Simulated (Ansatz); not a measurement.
GePt (CsCl type, space group No. 221), plane-wave PAW PBE (Ansatz code), all energies at zero smearing, with the estimated change up to a 700 eV cutoff added, with one set of potentials and settings (totals compare only within such a set). Cell of 2 atoms (1 Pt, 1 Ge): -16818.246 eV.

```csv
element,reference phase,E (eV/atom)
Pt,"Fm-3m, 1 atoms in the cell",-12523.0127
Ge,"Fd-3m, 2 atoms in the cell",-4294.9847
```

Formation energy per atom, worked out: (-16818.246 − 1×(-12523.0127) − 1×(-4294.9847))/2 = -0.124 eV/atom (-12 kJ per mol of atoms), at 0 K, without zero-point energy or fitted corrections.

Space group Pm-3m (CsCl type). A made-up cell: these elements were put on the sites of a structure type; neither database checked (COD, Materials Project) lists it. COD files the formula under space group No. 62, so this cell is another polymorph or a model. Its standing as an ambient phase is unchecked. The cell was relaxed with PBE under the symmetry of its start; its stability against distortions is not shown here. No spin polarisation was allowed. The references are the lowest solids computed at this level, not always the standard phases. Scalar-relativistic: spin–orbit coupling is off unless named, which matters more the heavier the elements.

Potentials: the later of the program's two PAW sets.
